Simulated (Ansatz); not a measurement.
Si3N4: Field gradients at the nuclei

The cell is a Materials Project structure (computed, not necessarily an observed phase), taken as it stands.

Space group P6_3/m (No. 176); a = 7.6045, c = 2.9052 Å, γ = 120.00°.

| site | Wyckoff | site symmetry | x | y | z |
| --- | --- | --- | --- | --- | --- |
| Si | 6h | m.. | 0.2311 | 0.8249 | 0.7500 |
| N7 | 2d | -6.. | 0.3333 | 0.6667 | 0.7500 |
| N9 | 6h | m.. | 0.9692 | 0.6699 | 0.7500 |

One atom of each set is listed.

Level of theory: DFT, PBE, plane waves and PAW, scalar-relativistic, 420 eV cutoff, Γ-centred 4×4×10 k-points, Fermi–Dirac smearing 0.02 eV (Ansatz 0.2.0).

V_zz is the principal component of the electric field gradient with the largest magnitude, η = (V_xx − V_yy)/V_zz and C_Q = eQV_zz/h. ν_Q = 3|C_Q|/[2I(2I − 1)].

14N: I = 1, Q = 20.44 mb. Nuclear quadrupole moments: year-2017 set (Pyykkö).

```csv
site,atoms,first shell,C_Q (MHz),η,ν_Q (MHz)
N7,2,3 Si at 1.73 Å,-2.43,0.00,3.64
N9,6,3 Si at 1.73–1.74 Å,-2.44,0.07,3.66
```

An axis of threefold or higher order runs through N7, so V_zz lies along it and η is zero. At N9 V_zz stands upright on the plane through its three neighbours (within 3°).

Si has no stable isotope with a ground-state quadrupole moment in the table, so these sites are left out.

At this cell the PBE pressure is 6 GPa, so with PBE the cell would grow if it were relaxed. The entry's cell may itself be off.

Hardware: 1 thread of Arm Neoverse V1 (aarch64; 8 cores open to the job, memory cap 2.5 GiB, no GPU), a shared host with a load of 0.4 a core. Wall time 17 s, CPU time 17 s, peak memory 0.45 GiB.
